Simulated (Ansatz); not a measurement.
An Ansatz input:

```yaml
crystal:
  lattice:
    - [1.815, -5.48, 0.0]
    - [1.815, 5.48, 0.0]
    - [0.0, 0.0, 4.45]
  atoms:
    - { symbol: As, position: [0.098, 0.902, 0.91] }
    - { symbol: As, position: [0.598, 0.402, 0.59] }
    - { symbol: As, position: [0.902, 0.098, 0.09] }
    - { symbol: As, position: [0.402, 0.598, 0.41] }
hamiltonian:
  xc: pbesol
  pseudopotentials:
    kind: paw
    azcp:
      As: "pseudopotentials/As.paw.azcp"
basis:
  ecutwfc: 420
  fft_grid_basis: typed
kpoints:
  mp_grid: { grid: [9, 9, 7], shift: [0, 0, 0] }
magnetization:
  spin_polarized: false
scf:
  occupations: { method: fermi_dirac, width: 0.1 }
relax:
  max_steps: 60
  f_tol: 0.01
  cell: {}
```

and its output:

```
Warning: the record states the generating functional pbe (its physics header spells it `PBE`), which answers neither for hamiltonian.xc's functional nor for the pbesol family's — results may be inconsistent (PPs are generated against a specific XC)
Engine: ansatz 0.2.0, x86_64-unknown-linux-gnu
Pseudopotentials: kind: paw
Pseudopotential: As, paw, valence charge 15, recommended cutoff 420 eV (normal) 
Functional definition: PBEsol
  exchange = pbesol_x
  correlation = pbesol_c
Crystal: 4 atoms, lattice volume = 88.521 Å³
Basis set: ecut = 420 eV, 1751 PW (Γ), exchange–correlation on 80×80×60 points (8 copies of the dense FFT grid, shifted against one another)
Bands: 36, of which v1, the nominal top of the filled ones, is band 30 counted from 1 (29 counted from 0)
Symmetry: 8 space group operations
Space group: Cmce (ITA 64), of the structure as read, at distance tolerance 4.5e-5 Å
k-points: 100 of 567
Non-local potential: As, projectors of the file, l = 0: 2, l = 1: 2, l = 2: 3, l = 3: 1
PAW form: soft (Blöchl's): semilocal exchange-correlation on the pseudo side does not see the compensation charge
PAW frozen core: As, regenerated for the run's functional, and the local potential with it (the file was generated under x = pbe(κ = 0.804, μ = 0.2195149727645171), c = pbe(β = 0.06672455060314922))
PAW one-centre angular grid: As, 590 points (default); XC on 64 Gauss nodes
Initial density: superposition of atomic densities (neutral atoms: chi_scale 0, normalization atom), corrected by the library's trained network
Initial wavefunctions: pseudopotential atomic-orbital guess
Functional: x = pbesol(κ = 0.804, μ = 0.12345679012345678), c = pbesol(β = 0.046)
SCF iter   1: F=—  HF=-19250.789464 eV  |F-HF|=—  |Δ(HF+E_count)|=         —  Δρ=2.27e-3  dr2=3.81e-3  ethr=1.77e-3  ⟨swp⟩=6.0  Hψ=13859  notcnv=0
SCF iter   2: F=—  HF=-19250.787046 eV  |F-HF|=—  |Δ(HF+E_count)|=   2.42e-3  Δρ=1.51e-3  dr2=1.84e-3  ethr=6.34e-6  ⟨swp⟩=2.7  Hψ=7404  notcnv=0
SCF iter   3: F=—  HF=-19250.787185 eV  |F-HF|=—  |Δ(HF+E_count)|=   1.39e-4  Δρ=3.52e-4  dr2=1.57e-4  ethr=3.06e-6  ⟨swp⟩=2.0  Hψ=6593  notcnv=0
SCF iter   4: F=—  HF=-19250.787188 eV  |F-HF|=—  |Δ(HF+E_count)|=   3.73e-6  Δρ=2.23e-4  dr2=9.17e-5  ethr=2.62e-7  ⟨swp⟩=2.0  Hψ=6596  notcnv=0
SCF iter   5: F=—  HF=-19250.787134 eV  |F-HF|=—  |Δ(HF+E_count)|=   5.42e-5  Δρ=1.16e-4  dr2=1.75e-5  ethr=1.53e-7  ⟨swp⟩=2.0  Hψ=6598  notcnv=0
SCF iter   6: F=—  HF=-19250.787131 eV  |F-HF|=—  |Δ(HF+E_count)|=   2.96e-6  Δρ=2.18e-5  dr2=1.46e-6  ethr=2.92e-8  ⟨swp⟩=2.6  Hψ=6613  notcnv=0
SCF iter   7: F=—  HF=-19250.787131 eV  |F-HF|=—  |Δ(HF+E_count)|=   1.74e-7  Δρ=6.83e-6  dr2=1.44e-7  ethr=2.43e-9  ⟨swp⟩=2.0  Hψ=4212  notcnv=0
SCF iter   8: F=-19250.787131 eV  HF=-19250.787131 eV  |F-HF|=1.15e-8  |Δ(HF+E_count)|=   1.19e-8  Δρ=2.90e-6  dr2=1.34e-8  ethr=1.67e-10  ⟨swp⟩=4.0  Hψ=10737  notcnv=0
SCF 1 converged in 8 iterations: F = -19250.787131 eV  dr2 = 1.34e-8
...
Initial wavefunctions: pseudopotential atomic-orbital guess (no wavefunctions were taken with the density)
iter 1 solved again at ethr=3.67e-8 eV; its pass at ethr=3.10e-3 eV (dr2=2.20e-5 eV) is discarded
SCF iter   1: F=—  HF=-19251.930117 eV  |F-HF|=—  |Δ(HF+E_count)|=         —  Δρ=3.34e-5  dr2=1.07e-7  ethr=3.67e-8  ⟨swp⟩=2.2  Hψ=21396  notcnv=0
SCF iter   2: F=—  HF=-19251.930112 eV  |F-HF|=—  |Δ(HF+E_count)|=   5.23e-6  Δρ=1.82e-5  dr2=4.53e-8  ethr=1.78e-10  ⟨swp⟩=2.0  Hψ=6605  notcnv=0
SCF iter   3: F=—  HF=-19251.930112 eV  |F-HF|=—  |Δ(HF+E_count)|=   2.28e-7  Δρ=6.18e-6  dr2=6.77e-9  ethr=7.55e-11  ⟨swp⟩=2.0  Hψ=5292  notcnv=0
SCF iter   4: F=—  HF=-19251.930112 eV  |F-HF|=—  |Δ(HF+E_count)|=   2.15e-8  Δρ=7.44e-7  dr2=3.48e-10  ethr=1.13e-11  ⟨swp⟩=2.1  Hψ=6009  notcnv=0
SCF iter   5: F=-19251.930112 eV  HF=-19251.930112 eV  |F-HF|=1.09e-11  |Δ(HF+E_count)|=  1.82e-11  Δρ=8.98e-8  dr2=7.31e-12  ethr=1.00e-12  ⟨swp⟩=2.6  Hψ=14074  notcnv=0
SCF 8 converged in 5 iterations: F = -19251.930112 eV  dr2 = 7.31e-12
relax step   8: F+E_penalty+E_count = -19251.93011192 eV  Δ(F+E_penalty+E_count) = +1.775e-4 eV  max|allowed force component| = 2.695e-3 eV/Å  Δτ_max = 0.0000 Å  P = -0.009 GPa  Ω = 86.917 Å³  stress off target by 3.44e-2 GPa  SCF on the basis re-selected at this cell (its energy is not comparable with the rows above)  (5 SCF iters)
basis re-selected at this cell: Δ(F+E_penalty+E_count) = +1.775e-4 eV, ΔP = -0.001 GPa vs the last step (what re-selecting the basis moved, of the pressure what is left beyond the Pulay correction that the steps carried, after the strain that the cell walked since its last selection, with what the two solves' SCF thresholds leave and, on support functions, any second-order correction that the steps lacked; it is no measure of the basis error at this ecutwfc). This SCF's stress stands 3.44e-2 GPa from its target on what of the cell is left free (relax.cell.stress_tol is 5.00e-2 GPa) and its largest allowed force component is 2.69e-3 eV/Å (relax.f_tol is 1.00e-2 eV/Å): within both
SCF converged after 5 iterations
Free energy (F): -19251.930112 eV
Harris-Foulkes:  -19251.930112 eV  (|F-HF|=1.09e-11)
Internal energy: -19251.916366 eV  (E = F + TS)
E sigma→0 (E₀):  -19251.923239 eV
Entropy (-TS):   -0.013746 eV (-3.437 meV/atom)
Fermi energy:    10.155384 eV
--- Per-component energies (eV) ---
  E_band       = -950.711948
  E_kinetic    = 410.614376
  E_local      = -6813.091135  (includes V_loc(G=0)·N_el)
  E_nonlocal   = -2673.441652
  E_hartree    = 3757.198666
  E_xc         = -314.756144
  E_vxc        = -316.766524  (∫ρ·V_xc dr)
  E_paw        = -7169.929025  (= ΣΔE_a)
  E_vpaw       = 927.575435  (= ΣTr[D̂ρ^β])
  E_aug_tail   = 0.000028  (compensation charges beyond the density's cutoff)
  E_ewald      = -6452.377195
  E_core_change = 3.865715  (= ΣΔE_core)
  E_smearing   = -0.013746  (= −TS)
  E_closure    = 0.000000  (closes the sum)
  Σ components = -19251.930112   (vs F -19251.930112, Δ=0.00e0)
--- Forces (eV/Å), atoms counted from 1 ---
  atom   1  As    -0.00000000     0.00080752    -0.00269461
  atom   2  As     0.00000000     0.00080752     0.00269461
  atom   3  As     0.00000000    -0.00080752     0.00269461
  atom   4  As    -0.00000000    -0.00080752    -0.00269461
  max |Σ_I F_I| component: 8.67e-19 eV/Å
--- Stress (GPa, compression-positive) ---
        0.009868      -0.000000       0.000000
        0.000000      -0.034383       0.000000
        0.000000       0.000000      -0.003568
  P = ⅓ Tr σ = -0.0094 GPa (-0.094 kbar)
--- Relaxed structure (7 steps of the walk, 6 accepted, 1 SCFs on fresh bases) ---
  F+E_penalty+E_count = -19251.93011192 eV   max|allowed force component| = 2.695e-3 eV/Å   (the final SCF, on the basis selected at the relaxed cell)
  cell:  # Å, volume = 86.9171 Å³
    - [1.8645550915015807, -5.43783023371364, 1.971078352281107e-32]
    - [1.8645550915015807, 5.43783023371364, -2.77109949449622e-32]
    - [-9.03819297750281e-33, -1.9254280491021081e-32, 4.286221186513106]
  atoms:
    - { symbol: As, position: [0.11191985909045926, 0.8880801409095407, 0.944394061223443] }
    - { symbol: As, position: [0.6119198590904591, 0.3880801409095409, 0.5556059387765572] }
    - { symbol: As, position: [0.8880801409095407, 0.11191985909045926, 0.05560593877655707] }
    - { symbol: As, position: [0.3880801409095409, 0.6119198590904591, 0.44439406122344294] }
```
